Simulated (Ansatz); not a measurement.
W (bcc (W type)), relaxed with PBE (Ansatz, a program for electronic structure, plane waves, PAW): a = b = c = 3.184 Å, α = β = γ = 90.00°.

B₀ by P(V) fit (GPa): 304
K_Hill (GPa): 303
G_Hill (GPa): 148
Θ_D (K): 368

**Question.** The same phase is relaxed and computed with r²SCAN in the same code. What are the cell and these values now?

**Answer.** a = b = c = 3.1684 Å, α = β = γ = 90.00°.

B₀ by P(V) fit (GPa): 319
K_Hill (GPa): 320
G_Hill (GPa): 161
Θ_D (K): 382

All cells were relaxed under the symmetry of their starts (and spin orders); stability against distortions was not tested throughout. Rows with no word on spin ran without spin polarisation. Scalar-relativistic: spin–orbit coupling is off unless named, which matters more the heavier the elements.

Potentials: the later of the program's two PAW sets.

Ansatz is a plane-wave DFT program.
